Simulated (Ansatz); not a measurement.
BeTe:
```
CELL_PARAMETERS angstrom
      3.36105     0.00000     0.00000
      0.00000     3.36105     0.00000
      0.00000     0.00000     3.36105
ATOMIC_POSITIONS crystal
  Be 0.00000 0.00000 0.00000
  Te 0.50000 0.50000 0.50000
```

Relaxed with PBE. Special points in fractions of this cell's reciprocal vectors: Γ (0.000, 0.000, 0.000); X (0.000, 0.500, 0.000); M (0.500, 0.500, 0.000); R (0.500, 0.500, 0.500).

List the band energies nearest the Fermi level at these points for DFT-PBE in the program Ansatz with PAW potentials.

In eV from the Fermi level; about four levels below and three above (degenerate sets whole), none deeper than 8.9 eV; … stands for higher levels left out; points with the same levels are listed once.

```json
[
 {"k": "Γ", "below": "-1.21 -1.21 -1.21", "above": "0.61 4.12 4.12"},
 {"k": "X", "below": "-7.63", "above": "0.86 0.86 2.89"},
 {"k": "M", "below": "-5.89 -5.89 -2.40", "above": "2.12 5.05 6.08 6.08"},
 {"k": "R", "below": "-3.76 -3.76 -3.76 -0.67 -0.67 -0.67", "above": "0.74 …"}
]
```

Space group Pm-3m (CsCl type). The cell is a constructed one: a structure type filled with these elements; neither database checked (COD, Materials Project) lists it. COD files the formula under space group No. 216, so this cell is another polymorph or a model. Its standing as an ambient phase is unchecked. Symmetry was held in the PBE relaxation; whether a distortion lowers the energy is not shown. Scalar-relativistic: spin–orbit coupling is off unless named, which matters more the heavier the elements.

Potentials: the later of the program's two PAW sets.
